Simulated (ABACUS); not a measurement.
Worked example: self-consistent single point of Ag (R3m, 3 atoms in the cell; from Materials Project mp-989737, changed as shown) in ABACUS.

Level of theory: PBEsol, PseudoDojo 0.4 standard norm-conserving PBEsol (tails mended) pseudopotentials (plane waves; ABACUS 3.10.1).

The change in words: atom 3 moved by +0.08 angstrom along z. Reference geometry (R-3m):
```
Ag
1.0
    1.47304     0.85046     7.20465
   -1.47304     0.85046     7.20465
    0.00000    -1.70093     7.20465
Ag
3
Cartesian
  0.00000   0.00000   0.00000
  0.00000   0.00000  16.80954
  0.00000   0.00000   4.80441
```

Reference input (self-consistent single point, DFT, PBEsol, plane waves, PseudoDojo 0.4 standard norm-conserving PBEsol (tails mended) pseudopotentials): KPT = Gamma 6 6 6 0 0 0; basis_type = pw; ecutwfc = 82 Ry; smearing_method = mp; smearing_sigma = 0.0146997 Ry; potentials = PseudoDojo 0.4 standard norm-conserving PBEsol (tails mended); symmetry = 1; symmetry_prec = 1e-05; ks_solver = dav_subspace; scf_nmax = 100; scf_thr = 1.0e-09 Ry; mixing_type = pulay. This run's input differs from it in these lines:

```diff
@@ -38,3 +38,3 @@
    0.7777170000    0.7777170000    0.7777170000
-   0.2222830000    0.2222830000    0.2222830000
+   0.2259840000    0.2259840000    0.2259840000
 # file: KPT
```

The program printed (abridged):

```
 SELF-CONSISTENT
 -------------------------------------------

                                 init_chg = atomic

 PW ALGORITHM --------------- ION=   1  ELEC=   1--------------------------------

 Notice: Threshold on eigenvalues was too large.

 Density error is 0.205819811302
                          Error Threshold = 0.000359797555978
 E_KohnSham     -929.3339992193      -12644.2377345098
 E_Fermi        1.2031658677         16.3699114392

 PW ALGORITHM --------------- ION=   1  ELEC=   2--------------------------------

 Density error is 0.00639103491918
                          Error Threshold = 0.000361087388249
   [... lines left out ...]

 Density error is 1.28657266185e-08
                          Error Threshold = 9.18950911757e-11
 E_KohnSham     -929.3715302122      -12644.7483698651
 E_Fermi        1.1697387173         15.9151117265

 PW ALGORITHM --------------- ION=   1  ELEC=   9--------------------------------

 Density error is 6.6660672391e-10
                          Error Threshold = 2.2571450208e-11
 E_KohnSham     -929.3715302128      -12644.7483698730
 E_KS(sigma->0) -929.3715450371      -12644.7485715680
 E_entropy(-TS) 0.0000444729         0.0006050850
 E_Fermi        1.1697376272         15.9150968944
 charge density convergence is achieved
 final etot is -12644.74837 eV
 EFERMI = 15.915096894 eV

 STATE ENERGY(eV) AND OCCUPATIONS    NSPIN == 1
   [... 36 lines left out ...]

 TOTAL-FORCE (eV/Angstrom)
                       Ag1         0.0000000000         0.0000000000         0.1849776203
                       Ag2         0.0000000000         0.0000000000         0.1264262256
                       Ag3         0.0000000000         0.0000000000        -0.3114038459

 TOTAL-STRESS (KBAR)
       -63.1675739250         0.0000000000         0.0000000000
         0.0000000000       -63.1675631223         0.0000000000
        -0.0000000000         0.0000000000       -73.0855966819
 TOTAL-PRESSURE: -66.473578 KBAR

 --------------------------------------------
 !FINAL_ETOT_IS -12644.7483698729774915 eV
 --------------------------------------------
```

The run converged in 9 iterations. Against the reference run the free energy goes up by 4.2 meV/atom, the pressure goes from -6.89 to -6.65 GPa and the largest force goes from 0.006 to 0.311 eV/Å.

The structure comes from a collection of computed structures, made at another level of theory; the collection holds predicted forms beside known ones. No clean gap shows at this smearing width and mesh (spacing up to 0.41 Å⁻¹); the mesh is coarse for partly filled bands, so the values carry mesh errors.

Cost on one core: very roughly 17 core-minutes.

“Tails mended”: in these copies of the files the far tail of each local potential was reset to the Coulomb form.
